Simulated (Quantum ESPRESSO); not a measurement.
# Ti2HfZrO8: convergence and cost over cutoff and k mesh

Computed values, not a measurement. The program is pw.x of Quantum ESPRESSO 7.5 (plane-wave density functional theory). The cell is made up: 12 atoms on a rutile lattice, with randomly drawn elements, strain and displacements, not relaxed. PseudoDojo standard norm-conserving files (v0.5 for PBE, v0.4.1 for LDA and PBEsol) set the functional; there is no spin polarisation, spin-orbit coupling or dispersion term, and the masses in the input are unused placeholders.

The hafnium pseudopotential is less sure than the others, with forces about 3 percent (worst 6) and pressure in oxides about 1.5 GPa (worst 2.7) from a second method in checks, which no rerun with the same files tests.

Input of the run in row 4:

```
&control calculation='scf', pseudo_dir='./dojo.nc.sr.pbe.v0_5.standard.upf', outdir='./o', disk_io='low', tprnfor=.true., tstress=.true. /
&system ibrav=0, nat=12, ntyp=4, nbnd=54, ecutwfc=84.00895049, nosym=.true., tot_charge=0,
 occupations='smearing', smearing='fd', degauss=0.0018374661
/
&electrons conv_thr=7.350e-09, electron_maxstep=60, /
ATOMIC_SPECIES
Hf 1.0 Hf.upf
O 1.0 O.upf
Ti 1.0 Ti.upf
Zr 1.0 Zr.upf
CELL_PARAMETERS angstrom
4.861 0.0 0.0
0.0 4.861 0.0
0.0 0.0 6.3369
ATOMIC_POSITIONS angstrom
Ti 0.0105 0.0645 -0.0231
Hf 2.4595 2.4579 1.6278
Ti 0.0208 0.063 3.1869
Zr 2.4463 2.4446 4.7346
O 1.429 1.469 0.0423
O 3.379 3.396 0.0035
O 3.9308 0.8888 1.6193
O 0.9759 3.9075 1.6045
O 1.4628 1.4383 3.1446
O 3.401 3.3978 3.1595
O 3.8974 0.9504 4.7239
O 0.9446 3.9299 4.7516
K_POINTS automatic
5 5 4 1 1 1
```

The same cell was run at these settings. Meshes are shifted by half a step, and differences are from the last row, which is itself not exact.

| cutoff (eV) | k mesh | k points solved | threshold (eV) | free energy less the last row's (eV) | pressure (GPa) | largest stress difference (GPa) | largest force difference (eV/Å) | iterations | wall time (s) | k-point pools | processor |
| --- | --- | --- | --- | --- | --- | --- | --- | --- | --- | --- | --- |
| 800 | 2 x 2 x 2 | 4 | 1e-04 | 1.407 | -20.76 | 10.95 | 0.061 | 13 | 22 | 4 | Intel Xeon, 2023 or later |
| 1143 | 1 x 1 x 1 | 1 | 1e-07 | 0.654 | -8.27 | 4.52 | 0.286 | 23 | 43 | 4 | Intel Xeon, 2023 or later |
| 687 | 5 x 5 x 4 | 50 | 1e-07 | 5.423 | -39.85 | 29.85 | 0.158 | 17 | 150 | 4 | Intel Xeon, 2023 or later |
| 1143 | 5 x 5 x 4 | 50 | 1e-07 | 0.003 | -10.10 | 0.04 | 0.003 | 18 | 280 | 4 | Intel Xeon, 2023 or later |
| 1467 | 7 x 7 x 6 | 147 | 1e-07 | 0.000 | -10.06 | 0.00 | 0.000 | 18 | 1440 | 4 | Intel Xeon, 2023 or later |

Each pool is one process. Wall times include start-up and a band step at six k points, which weighs most on the coarsest meshes. The runs were on shared virtual cores whose load varied, so times are rough.